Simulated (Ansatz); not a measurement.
CaO (rock salt), relaxed and computed with several functionals in Ansatz (plane waves, PAW).

```json
[
 {"functional": "HSE06", "a (Å)": "4.798", "gap (eV)": "5.31", "B₀ by P(V) fit (GPa)": "114"},
 {"functional": "r²SCAN", "a (Å)": "4.795", "gap (eV)": "4.20", "B₀ by P(V) fit (GPa)": "117"},
 {"functional": "PBE", "a (Å)": "?", "gap (eV)": "?", "B₀ by P(V) fit (GPa)": "?"},
 {"functional": "LDA", "a (Å)": "4.707", "gap (eV)": "3.45", "B₀ by P(V) fit (GPa)": "129"}
]
```

Problem. Fill in the missing entries.

Solution. 
- PBE, a (Å): 4.831
- PBE, gap (eV): 3.66
- PBE, B₀ by P(V) fit (GPa): 105

All cells were relaxed under the symmetry of their starts (and spin orders); stability against distortions was not tested throughout.

Potentials: the earlier of the program's two PAW sets. The files were generated under PBE; for other functionals the program regenerates the frozen cores, and for LDA and PBEsol the local potential too.

Ansatz (a first-principles code) is a plane-wave DFT program.
